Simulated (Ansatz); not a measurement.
TaO2:
```
TaO2
1.0
    4.95990     0.00000     0.00000
    0.00000     4.95990     0.00000
    0.00000     0.00000     2.85692
Ta O
2 4
Direct
  0.00000   0.00000   0.50000
  0.50000   0.50000   0.00000
  0.71469   0.28531   0.50000
  0.28531   0.71469   0.50000
  0.21469   0.21469   0.00000
  0.78531   0.78531   0.00000
```

Relaxed with r²SCAN. Special points in fractions of this cell's reciprocal vectors: Γ (0.000, 0.000, 0.000); X (0.000, 0.500, 0.000); M (0.500, 0.500, 0.000); Z (0.000, 0.000, 0.500); R (0.000, 0.500, 0.500); A (0.500, 0.500, 0.500).

List the band energies nearest the Fermi level at these points for r²SCAN (plane waves, PAW; program Ansatz).

In eV from the Fermi level; about four levels below and three above (degenerate sets whole), none deeper than 8.9 eV; points with the same levels are listed once.

```json
[
 {"k": "Γ", "below": "-4.20 -3.65 -1.98 -1.58", "above": "0.50 1.81 1.81"},
 {"k": "X", "below": "-4.40 -4.40 -1.00 -1.00", "above": "2.34 2.34 2.61 2.61"},
 {"k": "M", "below": "-4.54 -4.54 -1.82 -1.82", "above": "1.87 1.87 2.73 2.73"},
 {"k": "Z", "below": "-5.93 -5.93 -4.94 -4.94", "above": "1.16 1.16 1.67 1.67"},
 {"k": "R", "below": "-4.78 -4.78 -0.48 -0.48", "above": "2.25 2.25 4.21 4.21"},
 {"k": "A", "below": "-5.14 -5.14 -4.37 -4.37", "above": "0.69 0.69 1.19 1.19"}
]
```

Space group P4_2/mnm (rutile). The workflow started from a Materials Project entry (that database holds measured and hypothetical structures alike); the Crystallography Open Database copy checked does not list it. Whether it is the stable phase at ambient conditions was not checked. The cell was relaxed with r²SCAN under the symmetry of its start; of distortions, only those at the zone centre were tested. The run is not spin-polarised. Spin–orbit coupling is left out wherever it is not named.

Potentials: the later of the program's two PAW sets.
